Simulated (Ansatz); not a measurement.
A distorted cell of Pt (fcc, Cu type):

```
CELL_PARAMETERS angstrom
      0.00000     1.94800     1.94800
      1.94800     0.00000     1.94800
      1.94800     1.94800     0.00000
ATOMIC_POSITIONS crystal
  Pt 0.00000 0.00000 0.00000
```

These are r2SCAN (plane waves to 500 eV, PAW, scalar-relativistic; Ansatz, a program for electronic structure) values and carry that method's errors. k mesh 21×21×21 (Γ-centred), Fermi-Dirac smearing 0.05 eV. Energies are smeared free energies. Stress and pressure are positive under compression. Pt is run without spin polarisation. Pt was relaxed with its symmetry unable to fall. Spin-orbit coupling is left out, though Pt is heavy.

Task: Give the stress tensor in GPa and the pressure.

Result: 
```
   10.1      0.0      0.0
    0.0     10.1      0.0
    0.0      0.0     10.1
```
The pressure, a third of the trace, is 10.1 GPa.

Task: It is the relaxed cell scaled evenly to V/V₀ = 0.967, atoms relaxed where free. What is its energy relative to the relaxed cell?

Result: 15 meV/atom.

(A scan under strain: stresses follow from slopes of the energy per volume, elastic moduli from its curvatures.)
